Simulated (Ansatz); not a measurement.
MoPd:
```yaml
crystal:
  lattice:
    - [1.32905, -5.31212, 0.00000]
    - [1.32905, 5.31212, 0.00000]
    - [0.00000, 0.00000, 4.35211]
  atoms:
    - { symbol: Mo, position: [0.67425, 0.32575, 0.25000] }
    - { symbol: Pd, position: [0.93049, 0.06951, 0.25000] }
    - { symbol: Mo, position: [0.32575, 0.67425, 0.75000] }
    - { symbol: Pd, position: [0.06951, 0.93049, 0.75000] }
```

Relaxed with PBE. Special points in fractions of this cell's reciprocal vectors: Γ (0.000, 0.000, 0.000); Y (-0.500, 0.500, 0.000); C0 (-0.266, 0.734, 0.000); Σ0 (0.266, 0.266, 0.000); Z (0.000, 0.000, 0.500); A0 (0.266, 0.266, 0.500); E0 (-0.266, 0.734, 0.500); T (-0.500, 0.500, 0.500); S (0.000, 0.500, 0.000); R (0.000, 0.500, 0.500).

List the band energies nearest the Fermi level at these points for PBE (plane waves, PAW; program Ansatz).

In eV from the Fermi level; about four levels below and three above (degenerate sets whole), none deeper than 8.9 eV; points with the same levels are listed once.

```json
[
 {"k": "Γ", "below": "-1.68 -1.67 -1.50 -1.08", "above": "1.56 1.77 1.78"},
 {"k": "Y", "below": "-1.74 -1.56 -1.32 -1.23", "above": "0.97 1.84 2.01"},
 {"k": "C0", "below": "-2.08 -1.68 -0.92 -0.01", "above": "0.53 1.24 1.37"},
 {"k": "Z", "below": "-1.54 -1.54 -0.19 -0.19", "above": "0.66 0.66 1.52 1.52"},
 {"k": "A0", "below": "-0.61 -0.61 -0.30 -0.30", "above": "1.21 1.21 2.78 2.78"},
 {"k": "T", "below": "-1.71 -1.71 -1.52 -1.52", "above": "0.63 0.63 1.86 1.86"},
 {"k": "S", "below": "-2.31 -2.11 -1.34 -1.30", "above": "0.08 0.41 0.51"},
 {"k": "R", "below": "-1.60 -1.60 -0.69 -0.69", "above": "0.07 0.07 0.72 0.72"}
]
```

Space group Cmcm. The start of the workflow was typed in or built on a structure type; neither database checked (COD, Materials Project) lists it. Its standing as an ambient phase is unchecked. The PBE relaxation kept the symmetry of its start; its stability against distortions is not shown here. No spin polarisation was allowed. Scalar-relativistic: spin–orbit coupling is off unless named, which matters more the heavier the elements.

Potentials: the earlier of the program's two PAW sets.
